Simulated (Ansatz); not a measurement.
BaAl₄ in space group I4/mmm (No. 139; Ba on 2a, Al on 4d, Al on 4e), the program Ansatz at the PBE level (PAW), all energies at zero smearing, with the estimated change up to a 700 eV cutoff added, with one set of potentials and settings (totals compare only within such a set). Cell of 5 atoms (1 Ba, 4 Al): -8100.802 eV.

```json
[
 {"element": "Ba", "reference phase": "Im-3m, 1 atoms in the cell", "E (eV/atom)": "-5949.5401"},
 {"element": "Al", "reference phase": "Fm-3m, 1 atoms in the cell", "E (eV/atom)": "-537.5049"}
]
```

Formation energy per atom, worked out: (-8100.802 − 1×(-5949.5401) − 4×(-537.5049))/5 = -0.249 eV/atom (-24 kJ per mol of atoms), at 0 K, without zero-point energy or fitted corrections.

The workflow started from a Materials Project entry (that database holds measured and hypothetical structures alike); the Crystallography Open Database copy checked does not list it. Whether it is the stable phase at ambient conditions was not checked. The cell was relaxed with PBE under the symmetry of its start; its stability against distortions is not shown here. The references are the lowest solids computed at this level, not always the standard phases. Scalar-relativistic: spin–orbit coupling is off unless named, which matters more the heavier the elements.

Potentials: the later of the program's two PAW sets.
